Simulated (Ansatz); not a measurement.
A trial cell of MgZr2O2 went into the relaxation workflow.

A trial structure of MgZr2O2 was built thus: random cell by space group and Wyckoff sites (P6mm, No. 183). Lengths were set from tabulated atomic sizes, so they are only a guess.

```
Mg Zr O
1.0
     5.86797    0.00000    0.00000
    -2.93398    5.08181    0.00000
     0.00000    0.00000    4.62788
Mg Zr O
1 2 2
Direct
  0.00000 0.00000 0.27790
  0.33333 0.66667 0.84793
  0.66667 0.33333 0.84793
  0.00000 0.00000 0.11919
  0.00000 0.00000 0.79772
```

Method: Ansatz 0.2.0, DFT PBE, scalar-relativistic, plane waves, PAW.

Input of a coarse relaxation:

```yaml
crystal:
  lattice:
    - [5.86796813, 0.0, 0.0]
    - [-2.93398407, 5.08180947, 0.0]
    - [0.0, 0.0, 4.62788462]
  atoms:
    - { symbol: Mg, position: [0.0, 0.0, 0.27789904] }
    - { symbol: Zr, position: [0.33333333, 0.66666667, 0.84792577] }
    - { symbol: Zr, position: [0.66666667, 0.33333333, 0.84792577] }
    - { symbol: O, position: [0.0, 0.0, 0.11918924] }
    - { symbol: O, position: [0.0, 0.0, 0.79772343] }
basis:
  ecutwfc: 420
kpoints:
  mp_grid: { grid: [3, 3, 4] }
hamiltonian:
  xc: pbe
scf:
  occupations: { method: gaussian, width: 0.1 }
  lower_state_search: "off"
output:
  forces: true
  stress: true
  eigenvalues: true
relax:
  adjacent_minimum: "off"
  f_tol: 0.04
  max_steps: 70
  cell: { stress_tol: 0.4 }
```

```bash
ansatz run input.yaml --threads 1 --pin off --max-ram 2560MiB --backend cpu --events-out ev --progress --plain --runs-dir out
```

Last lines of the log:

```
SCF iter   5: F=—  HF=-11337.406243 eV  |F-HF|=—  |Δ(HF+E_count)|=   3.81e-1  Δρ=3.08e-2  dr2=1.19e0  ethr=1.77e-3  ⟨swp⟩=7.1  Hψ=940  notcnv=0  defer=8
SCF iter   6: F=—  HF=-11337.495604 eV  |F-HF|=—  |Δ(HF+E_count)|=   8.94e-2  Δρ=9.42e-3  dr2=1.09e-1  ethr=1.77e-3  ⟨swp⟩=5.1  Hψ=496  notcnv=0  defer=5
SCF iter   7: F=—  HF=-11337.542767 eV  |F-HF|=—  |Δ(HF+E_count)|=   4.72e-2  Δρ=5.14e-3  dr2=2.43e-2  ethr=2.36e-4  ⟨swp⟩=3.3  Hψ=556  notcnv=0  defer=1
SCF iter   8: F=—  HF=-11337.549377 eV  |F-HF|=—  |Δ(HF+E_count)|=   6.61e-3  Δρ=2.74e-3  dr2=8.68e-3  ethr=5.28e-5  ⟨swp⟩=2.7  Hψ=448  notcnv=0  defer=1
SCF iter   9: F=—  HF=-11337.550974 eV  |F-HF|=—  |Δ(HF+E_count)|=   1.60e-3  Δρ=8.76e-4  dr2=8.10e-4  ethr=1.89e-5  ⟨swp⟩=2.9  Hψ=444  notcnv=0  defer=1
SCF iter  10: F=—  HF=-11337.551346 eV  |F-HF|=—  |Δ(HF+E_count)|=   3.73e-4  Δρ=4.79e-4  dr2=2.42e-4  ethr=1.76e-6  ⟨swp⟩=2.6  Hψ=401  notcnv=0  defer=1
SCF iter  11: F=—  HF=-11337.551464 eV  |F-HF|=—  |Δ(HF+E_count)|=   1.17e-4  Δρ=2.00e-4  dr2=4.48e-5  ethr=5.26e-7  ⟨swp⟩=2.3  Hψ=397  notcnv=0  defer=1
SCF iter  12: F=—  HF=-11337.551420 eV  |F-HF|=—  |Δ(HF+E_count)|=   4.32e-5  Δρ=7.50e-5  dr2=4.49e-6  ethr=9.74e-8  ⟨swp⟩=3.2  Hψ=459  notcnv=0  defer=1
SCF iter  13: F=—  HF=-11337.551425 eV  |F-HF|=—  |Δ(HF+E_count)|=   4.78e-6  Δρ=3.47e-5  dr2=1.27e-6  ethr=9.77e-9  ⟨swp⟩=3.2  Hψ=515  notcnv=0  defer=1
SCF iter  14: F=—  HF=-11337.551426 eV  |F-HF|=—  |Δ(HF+E_count)|=   6.44e-7  Δρ=1.59e-5  dr2=2.98e-7  ethr=2.76e-9  ⟨swp⟩=2.8  Hψ=474  notcnv=0  defer=1
SCF iter  15: F=-11337.551426 eV  HF=-11337.551426 eV  |F-HF|=4.88e-9  |Δ(HF+E_count)|=   3.11e-8  Δρ=5.29e-6  dr2=2.33e-8  ethr=2.17e-10  ⟨swp⟩=18.8  Hψ=2197  notcnv=0
Error: refused after 15 iterations: one_centre_occupation = 3.92e0 (threshold 2.00e0); read on the Mg atom at site 0 (counted from 0), in its partial waves of l = 2. The loop had accepted its state. The figure is how many electrons the atom's PAW partial-wave expansion lays in one spin orbital insid
```

Question: How did the run end?

Answer: The SCF loop converged, but the program refused the state. The PAW expansion on Mg put 3.92 electrons into one spin orbital, where the Pauli principle allows one. The run has most likely filled a ghost state of the dataset, or the PAW spheres overlap too strongly; at the start of this run the shortest distance is 0.73 Å. No property of the compound can be read from it.

Time: 12 s on 1 thread of Arm Neoverse V1, with other jobs on the host, peak memory 0.33 GiB.
